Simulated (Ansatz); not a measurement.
## What DFT gives for LaSi₂Ru₃

```xyz
12
Lattice="5.6131 0.0000 0.0000 -2.8066 4.8611 0.0000 0.0000 0.0000 7.0411" Properties=species:S:1:pos:R:3 pbc="T T T"
Si   -0.0003    3.2409    0.0000
Si    2.8063    1.6202    3.5206
Si    2.8068    1.6202    0.0000
Si    0.0003    3.2409    3.5206
Ru   -0.0842    4.8125    1.7603
Ru    1.4033    2.3333    5.2808
Ru   -1.3191    2.3819    1.7603
Ru    2.8908    0.0486    5.2808
Ru    1.4033    2.5278    1.7603
Ru    4.1256    2.4792    5.2808
La    0.0000    0.0000    0.0000
La    0.0000    0.0000    3.5206
```

Method: r2SCAN, no spin polarisation; PAW, plane waves to 500 eV, 7×7×5 Γ-centred mesh, fermi-dirac occupations (width 0.0511 eV) (Ansatz 0.2.0), atoms fixed.

Problem. Give the Bader charges.

Solution. Bader charges in e: La +1.53, Si +0.50, Ru -0.84. In the mean La gives up most and Ru takes most.

Problem. Which atom feels the largest force, and which way?

Solution. The largest is on Ru6 (and as large on other atoms): 1.55 eV/Å, components (-1.36, 0.75, 0.00). It makes 132° with the line to a nearest neighbour, Si2 at 2.36 Å.

Problem. Metal or insulator?

Solution. It is a metal, with about 8.9 states/eV a cell as the mean within 0.25 eV of the Fermi level, mostly Ru d (70 %).

Problem. Is it stable against the elements?

Solution. -0.64 eV an atom against the elements' usual phases (free molecules for gases, crystals otherwise, with no correction for O₂ or N₂), so it is bound against them; other compounds may still compete. Relaxing would lower it.

Origin: a database entry at a rescaled volume. Caveats: atoms or cell far from equilibrium; f levels without a U or exact exchange are poorly placed.
